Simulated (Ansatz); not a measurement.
Each is relaxed and computed with DFT-r²SCAN in the program Ansatz with PAW potentials. Which is the only one with a gap?
A. MgNi3C, anti-perovskite
B. EuZn2Si2, I4/mmm (Eu on 2a, Zn on 4d, Si on 4e)
C. Mg6Cu16Si7, Fm-3m (Pearson symbol cF116)
D. MgZn3S4, C2 (Pearson symbol mS64)

D, MgZn3S4, C2 (Pearson symbol mS64). MgZn3S4: gap 3.03 eV; EuZn2Si2: metal; MgNi3C: metal; Mg6Cu16Si7: metal. The 4f shell is in the valence, and the state reached may lie above the lowest one. Spin orders computed, not proven ground states: EuZn2Si2, I4/mmm (Eu on 2a, Zn on 4d, Si on 4e) ferromagnetic; MgNi3C, anti-perovskite ferromagnetic. Typed or built starts, not in the databases checked: MgZn3S4, C2 (Pearson symbol mS64). Standing as an ambient phase not checked: EuZn2Si2, I4/mmm (Eu on 2a, Zn on 4d, Si on 4e); MgNi3C, anti-perovskite; Mg6Cu16Si7, Fm-3m (Pearson symbol cF116). All cells were relaxed under the symmetry of their starts (and spin orders); stability against distortions was not tested throughout. Rows with no word on spin ran without spin polarisation. No Hubbard U is applied. Spin–orbit coupling is left out wherever it is not named.

Potentials: the later of the program's two PAW sets.
